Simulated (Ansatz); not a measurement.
C:
```yaml
crystal:
  lattice:
    - [2.50781, 0.00000, 0.00000]
    - [-1.25390, 2.17183, 0.00000]
    - [0.00000, 0.00000, 12.36866]
  atoms:
    - { symbol: C, position: [0.66667, 0.33333, 0.35492] }
    - { symbol: C, position: [0.33333, 0.66667, 0.64508] }
    - { symbol: C, position: [0.33333, 0.66667, 0.85492] }
    - { symbol: C, position: [0.66667, 0.33333, 0.14508] }
    - { symbol: C, position: [0.66667, 0.33333, 0.02077] }
    - { symbol: C, position: [0.33333, 0.66667, 0.97923] }
    - { symbol: C, position: [0.33333, 0.66667, 0.52077] }
    - { symbol: C, position: [0.66667, 0.33333, 0.47923] }
    - { symbol: C, position: [0.00000, 0.00000, 0.68686] }
    - { symbol: C, position: [0.00000, 0.00000, 0.31314] }
    - { symbol: C, position: [0.00000, 0.00000, 0.18686] }
    - { symbol: C, position: [0.00000, 0.00000, 0.81314] }
```

Relaxed with PBEsol. Independent-particle spectrum: no excitons, no local fields, no scissors shift; 0.1 eV broadening; ε₁ of the summed bands alone.

Question: Tabulate the dielectric function from PBEsol (plane waves, PAW; program Ansatz).

Answer: 

| E (eV) | ε₁ xx | ε₂ xx | ε₁ zz | ε₂ zz |
|---|---|---|---|---|
| 0.0 | 5.76 | 0.00 | 5.90 | 0.00 |
| 0.3 | 5.76 | 0.00 | 5.90 | 0.00 |
| 0.6 | 5.78 | 0.00 | 5.92 | 0.00 |
| 0.9 | 5.80 | 0.00 | 5.94 | 0.00 |
| 1.2 | 5.82 | 0.00 | 5.97 | 0.00 |
| 1.5 | 5.86 | 0.00 | 6.01 | 0.00 |
| 1.8 | 5.91 | 0.00 | 6.06 | 0.00 |
| 2.1 | 5.96 | 0.00 | 6.12 | 0.00 |
| 2.4 | 6.03 | 0.00 | 6.20 | 0.00 |
| 2.7 | 6.11 | 0.00 | 6.29 | 0.00 |
| 3.0 | 6.20 | 0.00 | 6.39 | 0.00 |
| 3.3 | 6.31 | 0.00 | 6.52 | 0.00 |
| 3.6 | 6.43 | 0.00 | 6.66 | 0.00 |
| 3.9 | 6.58 | 0.00 | 6.84 | 0.00 |
| 4.2 | 6.75 | 0.00 | 7.04 | 0.00 |
| 4.5 | 6.96 | 0.00 | 7.30 | 0.00 |
| 4.8 | 7.22 | 0.00 | 7.63 | 0.00 |
| 5.1 | 7.55 | 0.00 | 8.08 | 0.00 |
| 5.4 | 8.05 | 0.01 | 8.89 | 0.19 |
| 5.7 | 8.63 | 0.37 | 9.69 | 0.98 |
| 6.0 | 9.41 | 0.80 | 9.74 | 2.02 |
| 6.3 | 9.19 | 2.13 | 9.54 | 2.79 |
| 6.6 | 8.91 | 2.23 | 9.11 | 3.39 |
| 6.9 | 9.14 | 2.49 | 8.79 | 3.37 |
| 7.2 | 9.13 | 2.68 | 9.04 | 3.45 |
| 7.5 | 9.56 | 2.86 | 9.30 | 3.83 |
| 7.8 | 10.05 | 3.73 | 9.56 | 4.39 |
| 8.1 | 9.72 | 4.41 | 9.59 | 5.37 |
| 8.4 | 9.74 | 4.66 | 9.01 | 5.80 |
| 8.7 | 10.06 | 5.04 | 8.91 | 5.85 |
| 9.0 | 10.34 | 5.53 | 9.30 | 6.10 |
| 9.3 | 11.12 | 6.37 | 9.46 | 7.05 |
| 9.6 | 11.77 | 7.68 | 9.65 | 7.58 |
| 9.9 | 12.15 | 9.59 | 10.61 | 8.30 |
| 10.2 | 11.96 | 12.14 | 12.07 | 11.87 |
| 10.5 | 10.32 | 14.61 | 7.57 | 14.07 |
| 10.8 | 8.76 | 18.79 | 6.76 | 16.37 |
| 11.1 | 1.00 | 20.01 | 4.45 | 15.05 |
| 11.4 | -2.39 | 15.15 | -0.78 | 18.63 |
| 11.7 | -2.01 | 13.71 | -2.60 | 13.28 |
| 12.0 | -3.13 | 12.65 | -3.43 | 11.61 |

Question: From ε at 5.6 eV (xx: 8.48 + 0.24i), find n, k, the normal reflectivity and the absorption coefficient.

Answer: n = 2.91, k = 0.041, R = 24 %, α = 2kE/ħc = 23000 cm⁻¹.

With all bands, ε∞ without local fields is 5.97 (xx = yy), 6.13 (zz). DFPT, with local fields, gives 5.81 (xx = yy), 5.97 (zz).

Space group P6_3/mmc. The workflow started from a Materials Project entry (that database holds measured and hypothetical structures alike). Its sites differ from those of the usual phase in this space group: another stacking or structure type. Symmetry was held in the PBEsol relaxation; its stability against distortions is not shown here.

Potentials: the later of the program's two PAW sets.
